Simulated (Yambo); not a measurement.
Yambo run on BaH$_{2}$ (space group Pnma, No. 62). The wavefunctions are PBEsol (Quantum ESPRESSO, PseudoDojo norm-conserving, 72 Ry, scalar-relativistic) ones on a 2×2×1 mesh (24 occupied bands); a = 6.843 Å, b = 4.178 Å, c = 7.891 Å, α = β = γ = 90.00°.

Yambo input:

```
rim_cut
gw0
dyson
el_el_corr
HF_and_locXC
ppa
em1d
RandQpts= 1000000
RandGvec= 1 Ry
EXXRLvcs= 72 Ry
VXCRLvcs= 288 Ry
Chimod= "HARTREE"
% BndsRnXp
 1 | 310 |
%
NGsBlkXp= 7 Ry
% LongDrXp
 1.0 | 1.0 | 1.0 |
%
PPAPntXp= 27.2114 eV
% GbndRnge
 1 | 109 |
%
GTermKind= "BG"
DysSolver= "n"
ExtendOut
% QPkrange
 1 | 1 | 24 | 24 |
 3 | 3 | 24 | 25 |
 4 | 4 | 25 | 25 |
%
```

k points by index: 1 = Γ, 3 = (-0.5, 0, 0), 4 = (-0.5, -0.5, 0).

Resulting energies as the program prints them:

```
#    K-point    Band    Eo [eV]    E [eV]    E-Eo [eV]    Vxc [eV]    Vnlxc [eV]    Sc|Eo [eV]    Sc|E [eV]    dSc/dw|Eo [eV]    Re(Z)    Im(Z)
#
    1    24    0.000000    -0.952307    -0.952307    -10.62718    -13.60846    1.785338    2.028969    -6.960553    0.796305    -0.001642
    3    24    -0.069857    -1.101521    -1.031664    -10.65910    -13.83824    1.882804    2.147484    -6.980281    0.795845    -0.001657
    3    25    3.246038    3.924263    0.678225    -8.736435    -4.257442    -3.661777    -3.800768    -5.575364    0.829948    -0.001354
    4    25    3.072955    3.725180    0.652225    -8.483981    -4.100125    -3.599068    -3.731630    -5.529402    0.831114    -0.001336
```
(The two width columns are left out.) Convergence of these settings isn't established.

Geometry of the Materials Project entry, not relaxed at this level.
